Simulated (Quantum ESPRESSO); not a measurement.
Al5AgHfRu, different elements on one site, starting from this cell

Simulated, not a measurement. The program is pw.x of Quantum ESPRESSO 7.5 (plane-wave density functional theory). The cell is made up: eight metal atoms on a hexagonal close-packed lattice, with elements, volume, strain and displacements drawn at random and not relaxed, so it may be unstable or far from any real phase. PseudoDojo standard norm-conserving files set the functional (PBE unless stated); there is no spin polarisation or spin-orbit coupling, the Fermi-Dirac width of 0.25 eV means electrons at about 2900 K, and the masses in the input are unused placeholders. The tin pseudopotential is less sure than most, with forces differing by about three percent from a second method on plain tin. Heavy elements are run without spin-orbit coupling, which real alloys of them have. A spin test at this wide smearing found no moment, but such smearing suppresses magnetism that the real alloy may have.

The runs put different elements on site 8. Cell, positions, cutoff, mesh and smearing stay as in the input of run 1; sites are counted in its order. Stress in the tables is positive in tension.

Input of run 1:

```
&control calculation='scf', pseudo_dir='./dojo.nc.sr.pbe.v0_5.standard.upf', outdir='./o', disk_io='minimal', tprnfor=.true., tstress=.true. /
&system ibrav=0, nat=8, ntyp=4, nbnd=41, ecutwfc=84.00895049, nosym=.true., tot_charge=0,
 occupations='smearing', smearing='fd', degauss=0.0183746611
/
&electrons conv_thr=1.470e-08, electron_maxstep=70, mixing_beta=0.5 /
ATOMIC_SPECIES
Ag 1.0 Ag.upf
Al 1.0 Al.upf
Hf 1.0 Hf.upf
Ru 1.0 Ru.upf
CELL_PARAMETERS angstrom
0.0114 5.0711 -0.0217
2.8216 -0.014 4.6959
2.9738 0.0272 -4.7887
ATOMIC_POSITIONS angstrom
Al 0.042 0.0098 0.112
Ag 2.7676 -0.0079 0.0158
Al 2.8473 1.7494 -2.3054
Hf 2.7805 1.6902 2.4358
Al 1.345 2.5885 0.029
Al 4.3486 2.5823 -0.0306
Al 1.4111 4.3119 -2.4072
Ru 1.4598 4.2566 2.301
K_POINTS automatic
6 6 6 1 1 1
```

```
run  elements on sites 1 to 8  -TS (eV)  pressure (GPa)  stress xx (GPa)  stress yy (GPa)  stress zz (GPa)  stress yz (GPa)  stress xz (GPa)  stress xy (GPa)  iterations
  1   Al Ag Al Hf Al Al Al Ru    -0.822           -4.84             4.45             5.48             4.58            -0.81             0.84             0.70          12
  2   Al Ag Al Hf Al Al Al Sn    -0.655            7.08            -4.16            -8.70            -8.39            -0.79            -0.73            -0.08          11
  3   Al Ag Al Hf Al Al Al Al    -0.679            0.40             1.85            -2.05            -1.00            -1.27            -0.95             0.46          11
  4   Al Ag Al Hf Al Al Al Ag    -0.760            1.66            -0.53            -3.61            -0.84            -1.28            -0.89             0.94          11
  5   Al Ag Al Hf Al Al Al Ta    -0.804            1.22            -0.17            -1.46            -2.03            -0.95             0.63            -0.15          13
```

Forces Fx Fy Fz (eV/Å):

| site | run 1 | run 2 | run 3 | run 4 | run 5 |
| --- | --- | --- | --- | --- | --- |
| 1 | -0.36 -0.09 0.07 | -0.63 0.45 -0.32 | -0.48 0.23 -0.16 | -0.48 0.21 -0.09 | -0.60 0.15 -0.31 |
| 2 | 0.61 0.16 -0.83 | 0.53 0.23 -0.90 | 0.36 0.03 -0.62 | 0.47 0.13 -0.75 | 0.65 0.22 -1.02 |
| 3 | 0.25 0.06 0.06 | -0.25 0.00 -0.02 | 0.14 -0.02 -0.04 | 0.03 0.01 0.03 | 0.36 0.00 -0.12 |
| 4 | -0.19 0.54 -0.52 | 0.63 0.66 -0.02 | 0.09 0.59 -0.12 | 0.55 0.58 -0.19 | -0.12 0.82 -0.33 |
| 5 | 0.54 0.12 0.55 | 0.37 -0.42 -0.23 | 0.39 -0.15 0.21 | 0.39 -0.27 0.19 | 0.37 -0.15 0.21 |
| 6 | -0.47 0.13 0.06 | -0.37 -0.26 0.53 | -0.38 -0.09 0.26 | -0.39 -0.17 0.26 | -0.30 0.06 0.18 |
| 7 | 0.39 -0.52 0.08 | 0.58 -0.36 0.00 | 0.20 -0.35 0.02 | 0.33 -0.30 0.02 | 0.64 -0.47 0.09 |
| 8 | -0.76 -0.41 0.54 | -0.85 -0.28 0.96 | -0.33 -0.23 0.45 | -0.91 -0.19 0.53 | -1.00 -0.63 1.29 |

Energies are left out, as each element's file has its own zero. A rerun of one cell of this series at a higher cutoff and on a denser mesh moved values by no more than 0.008 eV in energy, 0.29 GPa in stress and 0.010 eV/Å in force, and a second program with other atomic files agreed on that cell to 2 % rms in force and 0.5 GPa in pressure.